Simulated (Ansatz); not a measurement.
A structure of BeS relaxed with PBEsol (plane waves to 420 eV, PAW, scalar-relativistic; Ansatz, a first-principles code); single points at other levels follow on the same geometry (Ansatz, PAW; HSE06 at 420 eV on a 8×8×8 k-mesh; no spin-orbit coupling). Space group F-43m (No. 216).

```xyz
2
Lattice="0.0000 2.4190 2.4190 2.4190 0.0000 2.4190 2.4190 2.4190 0.0000" Properties=species:S:1:pos:R:3 pbc="T T T"
S      3.6285     3.6285     3.6285
Be     0.0000     0.0000     0.0000
```

| level | gap (eV) | kind | conduction minimum |
|---|---|---|---|
| PBEsol | 2.91 | indirect | X |
| HSE06 | [?] | – | [?] |

### Question
What belongs in the gaps?

### Answer

- HSE06, gap (eV): 4.04
- HSE06, conduction minimum: X

HSE06 gaps come from a coarse mesh plus a few chosen points, so they may be too large. No spin polarisation in the result.

The run could not lose the symmetry of its start.

All atoms sit on sites fixed by symmetry, so only the cell could relax.
